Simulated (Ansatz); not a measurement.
# Sc (P6_3/mmc): from strained cells to moduli

```xyz
2
Lattice="3.2753 0.0000 0.0000 -1.6377 2.8365 0.0000 0.0000 0.0000 5.1059" Properties=species:S:1:pos:R:3 pbc="T T T"
Sc    0.0000    1.8910    1.2765
Sc    1.6377    0.9455    3.8294
```

Level of theory, where no other is named: PBEsol, all-electron LAPW in Ansatz 0.2.0, scalar-relativistic. k mesh 14×14×8, Fermi-Dirac smearing of 0.100 eV, basis error target 1 meV/atom. The cell was relaxed by PAW under this functional, which moved its volume by -5 % from the database entry's.

The cell is hexagonal and carries a residual pressure of 0.00 GPa at this level. Each strain component that symmetry leaves independent is applied at ±0.005, the ions relax wherever a strain frees them, and the stress (tension positive, GPa) is read. Shears are engineering strains, γ = 2ε.

```json
{"strain": "xx", "size": "-0.005", "σxx": "-0.5344", "σyy": "-0.2030", "σzz": "-0.1383", "σyz": "0.0000", "σxz": "0.0000", "σxy": "0.0000"}
{"strain": "xx", "size": "+0.005", "σxx": "0.5068", "σyy": "0.1865", "σzz": "0.1614", "σyz": "0.0000", "σxz": "0.0000", "σxy": "0.0000"}
{"strain": "zz", "size": "-0.005", "σxx": "-0.1581", "σyy": "-0.1581", "σzz": "-0.5111", "σyz": "0.0000", "σxz": "0.0000", "σxy": "0.0000"}
{"strain": "zz", "size": "+0.005", "σxx": "0.1417", "σyy": "0.1417", "σzz": "0.5249", "σyz": "0.0000", "σxz": "0.0000", "σxy": "0.0000"}
{"strain": "yz", "size": "-0.005", "σxx": "-0.0073", "σyy": "-0.0057", "σzz": "0.0118", "σyz": "-0.1607", "σxz": "0.0000", "σxy": "0.0000"}
{"strain": "yz", "size": "+0.005", "σxx": "-0.0073", "σyy": "-0.0057", "σzz": "0.0118", "σyz": "0.1607", "σxz": "0.0000", "σxy": "0.0000"}
```

A central difference gives one constant, for example C11 ≈ (0.5068 − (-0.5344))/(0.01) = 104.1 GPa; the program then imposes the crystal's symmetry on the whole matrix.

**Question.** What are the independent elastic constants?

**Answer.** C11 = 104.1, C12 = 38.9, C13 = 30.0, C33 = 103.6, C44 = 32.1 GPa.

**Question.** Is the crystal stable against homogeneous strain?

**Answer.** The least eigenvalue of the 6×6 matrix is 32.1 GPa, so yes.

**Question.** What moduli does a random aggregate of grains have?

**Answer.** Voigt and Reuss bounds: B from 56.5 to 56.6 and G from 33.4 to 33.6 GPa; their means are B = 56.6 and G = 33.5 GPa. Then E = 9BG/(3B + G) = 83.9 GPa, ν = (3B − 2G)/(6B + 2G) = 0.253 and B/G = 1.69, on the brittle side of Pugh's 1.75 (a rule of thumb).

**Question.** With the density of 3.147 g/cm³, how fast does sound travel, and what Debye temperature follows?

**Answer.** 

| direction | slow (m/s) | middle (m/s) | fast (m/s) |
| --- | --- | --- | --- |
| x | 3196 | 3217 | 5751 |
| y | 3196 | 3217 | 5751 |
| z | 3196 | 3196 | 5737 |

The mean of v⁻³ over directions and branches gives v_m = 3621 m/s and θ_D = (ħ/k_B) v_m (6π²n)^(1/3) = 375 K, n being atoms per volume. Young's modulus spans 81 to 91 GPa over directions, and the universal anisotropy index is 0.03.

**Question.** How far do the constants move if PAW replaces LAPW in the same cell?

**Answer.** 

```csv
constant,LAPW (GPa),PAW (GPa),difference
C11,104.1,104.1,0.0
C12,38.9,39.0,0.1
C13,30.0,30.0,0.0
C33,103.6,103.6,0.0
C44,32.1,32.1,0.0
```

**Question.** What happens at 10 GPa (cell relaxed there)?

**Answer.** The volume falls to 0.8685 of its value, and C11 = 144.0, C12 = 64.1, C13 = 54.8, C33 = 143.2, C44 = 38.1 GPa (slopes of the stress), in this structure whether or not another phase takes over.

Known limits: responses of metals move with mesh and smearing; the frozen-core PAW files of the compared runs were fitted under PBE, their cores solved anew for this functional.
